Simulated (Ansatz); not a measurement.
MnPt₃: pressure against volume

MnPt₃, Pm-3m, a = 3.873 Å. The structure is a COD entry; whether it is the stable form wasn't checked. Ansatz: PBEsol, PAW, 420 eV, Γ-centred 12×12×12 mesh on 4 atoms, Gaussian smearing 0.10 eV; collinear spin, largest moment 3.7 μB. Symmetry fixes shape and atoms, so the cell is only scaled; pressure is positive in compression.

```
V (Å³/atom) P (GPa)
     12.781        ?
     13.217    30.22
     13.653    18.29
     14.089     8.33
     14.524     0.02
     14.960    -6.89
     15.396   -12.59
     15.977   -18.59
```

Problem. Take V0 = 14.524 Å³/atom, count pressures from its P0 = 0.02 GPa, fit the third-order Birch–Murnaghan form to the other rows, and predict the missing pressure.

Solution. With the Eulerian strain f = ½[(V0/V)^(2/3) − 1] and y = (P − P0)/[3f(1 + 2f)^(5/2)], the form is the line y = B0 + 1.5 B0 (B0′ − 4) f. Rows (f, y): 0.03244, 265.2; 0.02105, 261.0; 0.01024, 257.1; -0.00976, 247.9; -0.01906, 243.0; -0.03079, 236.2. Means f = 0.0006867, y = 251.73; Σ(Δf)² = 0.003004, ΣΔfΔy = 1.369; the slope is their ratio. y = 251.4 + 455.7 f GPa, so B0 = 251.4 GPa and B0′ = 4 + 2 × (455.7)/(3 × 251.4) = 5.21. At V = 12.781, f = 0.04448, y = 271.67 and P = 44.88 GPa. The run gave 44.63 GPa, so the fit is 0.25 GPa too high, a small miss on the scale of the series.

Only parallel moments were tried here. Spin–orbit coupling is left out, which can shift energies with elements as heavy as these.